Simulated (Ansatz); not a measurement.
## Trial structures of Bi₆O: starts and ends

Method: DFT PBE, scalar-relativistic, plane waves, PAW in Ansatz. All cells share a 420 eV cutoff and Γ-centred k meshes spaced about 0.3 Å⁻¹ or finer (0.25 for metals, 2π included). No spin polarisation in the final relaxations.

Each guess was relaxed in cell and atoms at zero pressure, within the symmetry of its start. All energies are static (0 K, no zero-point motion). Coordination counts Bi atoms around O (those within 1.25 times the shortest such distance or 1.15 times the sum of covalent radii, 1.27 where that leaves under three; the shortest distance is added where it exceeds 1.18 times the sum of covalent radii).

```tsv
guess	made from	start group	V start (Å³/atom)	end group	V end (Å³/atom)	coordination at the end	gap on mesh (eV)	E over the lowest end (meV/atom)
1	a cell proposed by chemical analogy	P4/mmm	26.6	P4/mmm	27.9	O 6 from 2.5 Å	0	21
2	a cell proposed by chemical analogy	P-3m1	26.6	P-3m1	30.7	O 2	0	20
3	a cell proposed by chemical analogy	R-3	26.6	R-3	27.7	O 6 from 2.7 Å	0	0
4	random cell	P-3m1	32.5	?	?	?	?	?
5	Ti6O type	P-31m	31.9	P-31m	27.9	O 6 from 2.6 Å	0	3
```

Guess 4 as it starts:

Space group P-3m1 (No. 164). a = 6.714 Å, b = 6.714 Å, c = 5.821 Å, α = 90.00°, β = 90.00°, γ = 120.00°
```
atom  site  symmetry       x       y       z
  Bi    1a      -3m. 0.0000  0.0000  0.0000
  Bi    2d       3m. 0.3333  0.6667  0.5040
  Bi    3e     .2/m. 0.5000  0.0000  0.0000
   O    1b      -3m. 0.0000  0.0000  0.5000
```

Task: Predict the end of this guess and its energy over the lowest end.

Result: It ends in space group P6/mmm (No. 191), with a = 7.808 Å, c = 4.484 Å, 33.8 Å³/atom and no gap. It lies 138 meV/atom over the lowest end, above guess 1 and so the highest of the set. Counting Bi atoms around O, this end has O 2 and the lowest (guess 3) has O 6 from 2.7 Å.

Space group P6/mmm (No. 191). a = 7.808 Å, b = 7.808 Å, c = 4.484 Å, α = 90.00°, β = 90.00°, γ = 120.00°
```
atom  site  symmetry       x       y       z
  Bi    1a     6/mmm  0.0000  0.0000  0.0000
  Bi    2d      -6m2  0.3333  0.6667  0.5000
  Bi    3f       mmm  0.5000  0.0000  0.0000
   O    1b     6/mmm  0.0000  0.0000  0.5000
```

Energies over the elements count from the elements' standard structures at the same level (O₂ as a molecule), with no fitted energy shifts.

Task: Is the lowest end bound against the elements?

Result: Yes: its formation energy is −0.04 eV/atom. It lies below the elements, which doesn't yet make it stable against other compounds or structures.

The k mesh leaves some 4 meV/atom of noise in the energy of each metallic cell. These runs have no spin–orbit coupling, which can matter for Bi. With atoms moved at random, R-3 (by 57 meV/atom) fell into a lower structure. Without a clear test, and held by symmetry: P-31m, P-3m1, P4/mmm and P6/mmm. A lower structure may well exist outside this small set. Some candidate types were left out of the draw beforehand, so a known form may be missing.
